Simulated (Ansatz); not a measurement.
Input, command and steps of an Ansatz relaxation.

```yaml
crystal:
  lattice:
    - [0.0, 3.7114961165, 3.7114961165]
    - [3.7114961165, 0.0, 3.7114961165]
    - [3.7114961165, 3.7114961165, 0.0]
  atoms:
    - { symbol: "Y", position: [0.5, 0.5, 0.5] }
    - { symbol: "Y", position: [0.75, 0.75, 0.75] }
    - { symbol: Ir, position: [0.125, 0.125, 0.125] }
    - { symbol: Ir, position: [0.625, 0.125, 0.125] }
    - { symbol: Ir, position: [0.125, 0.125, 0.625] }
    - { symbol: Ir, position: [0.125, 0.625, 0.125] }
basis:
  ecutwfc: 420
kpoints:
  mp_grid: { grid: [8, 8, 8] }
hamiltonian:
  xc: pbesol
scf:
  occupations: { method: gaussian, width: 0.1 }
output:
  forces: true
  stress: true
  eigenvalues: true
relax:
  adjacent_minimum: "off"
  f_tol: 0.008
  max_steps: 50
  cell: { stress_tol: 0.08, p_target: 3.0 }
```

```bash
ansatz run input.yaml --threads 1 --pin off --max-ram 2560MiB --backend cpu --events-out ev --progress --plain --runs-dir out
```

All numbers below come from DFT PBEsol, scalar-relativistic, plane waves, PAW (Ansatz 0.2.0).

Of 5 frames 4 are shown, positions in Å and forces in eV/Å; the SCF threshold varies from step to step. Steps run on the plane waves of an earlier cell, with a Pulay correction in the pressure. The basis is chosen afresh for the last frame, the zero of the energies, and at times for earlier ones too; energy and pressure can step there, also at an unchanged geometry. Where two frames share a geometry here, they differ by under 2 meV/atom and 0.3 GPa. The relaxation lowers the enthalpy F + PV at the target pressure, so the free energy itself can rise. The mark taken_back stands on steps that the optimiser undid.

```xyz
6
Lattice="0.0000 3.7115 3.7115 3.7115 0.0000 3.7115 3.7115 3.7115 0.0000" Properties=species:S:1:pos:R:3:forces:R:3 pbc="T T T" step=1 free_energy_over_end_meV_per_atom=7.61 pressure_GPa=6.56
Y     3.7115    3.7115    3.7115    0.0000    0.0000    0.0000
Y     5.5672    5.5672    5.5672    0.0000    0.0000    0.0000
Ir    0.9279    0.9279    0.9279    0.0000    0.0000    0.0000
Ir    0.9279    2.7836    2.7836    0.0000    0.0000    0.0000
Ir    2.7836    2.7836    0.9279    0.0000    0.0000    0.0000
Ir    2.7836    0.9279    2.7836    0.0000    0.0000    0.0000
6
Lattice="0.0000 3.7661 3.7661 3.7661 0.0000 3.7661 3.7661 3.7661 0.0000" Properties=species:S:1:pos:R:3:forces:R:3 pbc="T T T" step=2 free_energy_over_end_meV_per_atom=0.86 pressure_GPa=-3.25 taken_back
Y     3.7661    3.7661    3.7661    0.0000    0.0000    0.0000
Y     5.6492    5.6492    5.6492    0.0000    0.0000    0.0000
Ir    0.9415    0.9415    0.9415    0.0000    0.0000    0.0000
Ir    0.9415    2.8246    2.8246    0.0000    0.0000    0.0000
Ir    2.8246    2.8246    0.9415    0.0000    0.0000    0.0000
Ir    2.8246    0.9415    2.8246    0.0000    0.0000    0.0000
6
Lattice="0.0000 3.7310 3.7310 3.7310 0.0000 3.7310 3.7310 3.7310 0.0000" Properties=species:S:1:pos:R:3:forces:R:3 pbc="T T T" step=3 free_energy_over_end_meV_per_atom=-0.17 pressure_GPa=2.82
Y     3.7310    3.7310    3.7310    0.0000    0.0000    0.0000
Y     5.5964    5.5964    5.5964    0.0000    0.0000    0.0000
Ir    0.9327    0.9327    0.9327    0.0000    0.0000    0.0000
Ir    0.9327    2.7982    2.7982    0.0000    0.0000    0.0000
Ir    2.7982    2.7982    0.9327    0.0000    0.0000    0.0000
Ir    2.7982    0.9327    2.7982    0.0000    0.0000    0.0000
6
Lattice="0.0000 3.7300 3.7300 3.7300 0.0000 3.7300 3.7300 3.7300 0.0000" Properties=species:S:1:pos:R:3:forces:R:3 pbc="T T T" step=5 free_energy_over_end_meV_per_atom=0.00 pressure_GPa=2.99
Y     3.7300    3.7300    3.7300    0.0000    0.0000    0.0000
Y     5.5950    5.5950    5.5950    0.0000    0.0000    0.0000
Ir    0.9325    0.9325    0.9325    0.0000    0.0000    0.0000
Ir    0.9325    2.7975    2.7975    0.0000    0.0000    0.0000
Ir    2.7975    2.7975    0.9325    0.0000    0.0000    0.0000
Ir    2.7975    0.9325    2.7975    0.0000    0.0000    0.0000
```

The run took 45 s on 1 thread of Arm Neoverse V1 (shared host), peak memory 0.44 GiB.

Spin–orbit coupling is left out, which can shift energies with elements as heavy as these.